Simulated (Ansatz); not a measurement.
SnPbSe2:
```yaml
crystal:
  lattice:
    - [2.15662, 1.24512, 7.04918]
    - [-2.15662, 1.24512, 7.04918]
    - [0.00000, -2.49025, 7.04918]
  atoms:
    - { symbol: Sn, position: [0.50000, 0.50000, 0.50000] }
    - { symbol: Pb, position: [0.00000, 0.00000, 0.00000] }
    - { symbol: Se, position: [0.75266, 0.75266, 0.75266] }
    - { symbol: Se, position: [0.24734, 0.24734, 0.24734] }
```

Relaxed with r²SCAN.

Question: Give the Bader charges and basin volumes of the independent atoms, r²SCAN (plane waves, PAW; program Ansatz).

Answer: 

```json
[
 {"atom": "Sn1", "Bader charge (e)": "+0.95", "Bader volume (Å³)": "24.0"},
 {"atom": "Pb2", "Bader charge (e)": "+0.92", "Bader volume (Å³)": "26.1"},
 {"atom": "Se3", "Bader charge (e)": "-0.94", "Bader volume (Å³)": "31.8"}
]
```

Space group R-3m. The workflow started from a Materials Project entry (that database holds measured and hypothetical structures alike); the Crystallography Open Database copy checked does not list it. With Sn and Pb taken as one species the cell has the higher symmetry Fm-3m, so it may be an ordered model of a mixed-site phase. Its standing as an ambient phase is unchecked. The cell was relaxed with r²SCAN under the symmetry of its start; phonons show weakly imaginary modes. Scalar-relativistic: spin–orbit coupling is off unless named, which matters more the heavier the elements.

Potentials: the later of the program's two PAW sets.
